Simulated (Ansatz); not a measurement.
# EuZn2Ge2: Ge vacancy

Computed with the plane-wave PAW code Ansatz (scalar-relativistic, PAW set soft_2): PBEsol, collinear spin, 420 eV cutoff, k-mesh 4×4×2 shifted by half a step.

The relaxed host crystal (no gap at this level of theory):

```
CELL_PARAMETERS angstrom
-2.09677 2.09677 5.36187
2.09677 -2.09677 5.36187
2.09677 2.09677 -5.36187
ATOMIC_POSITIONS crystal
Eu 0.00000 0.00000 0.00000
Ge 0.61683 0.61683 0.00000
Ge 0.38317 0.38317 0.00000
Zn 0.25000 0.75000 0.50000
Zn 0.75000 0.25000 0.50000
```

Supercell of 20 atoms, rows of the matrix [[-1,1,0],[1,1,2],[1,1,0]] times the cell vectors; Ge vacancy at (0.617, 0.617, 0.000) in fractions of the cell above. Atoms are relaxed at the host's cell, from a start shaken by 0.03 Å near the defect. The cell loses 1 of its 8 Ge, so this is a heavily defective crystal.

Distances from the empty Ge site (Å), by shell of the perfect crystal:

```
shell  perfect crystal  relaxed, charge 0
 1 Ge             2.51               2.19
 4 Zn             2.54               2.31
```

| charge | moment of the cell (μB) | gap of the cell on the mesh (eV) |
| --- | --- | --- |
| 0 | 27.65 | 0.00 |

At charge 0 the unpaired electrons sit on atoms with moments (μB): 4 Eu of 6.71 to 6.74.

Formation energy of the neutral defect: 0.50 eV, taking atoms from and to the elements' standard states (no corrections for gases), so it belongs to those chemical potentials alone.

Relaxed cell at charge 0:

```
EuZn2Ge2 V_Ge charge 0
1.0
     4.1935   -4.1935    0.0000
     4.1935    4.1935    0.0000
     0.0000    0.0000   10.7237
Eu Ge Zn
4 7 8
Direct
  0.0006 0.4994 0.5050
  0.5004 0.4994 0.9975
  0.4998 0.9997 0.5017
  0.0001 0.9993 0.9974
  0.4998 0.4999 0.6160
  0.5004 0.9992 0.1231
  0.9999 0.0000 0.6163
  0.0002 0.4993 0.9113
  0.5004 0.4996 0.3752
  0.5006 0.9990 0.8819
  0.0003 0.9994 0.3757
  0.2261 0.2735 0.2390
  0.7602 0.2604 0.7540
  0.7750 0.7251 0.2388
  0.2394 0.7392 0.7540
  0.7742 0.2727 0.2392
  0.2399 0.2601 0.7542
  0.2263 0.7256 0.2389
  0.7609 0.7387 0.7539
```

Caveats: 4f shell without a U, which puts 4f levels too near the Fermi level; open f or d shells may hold a state above the lowest; small supercell, so energies and levels can be off by tenths of an eV; one random start near the defect, so other minima are possible.
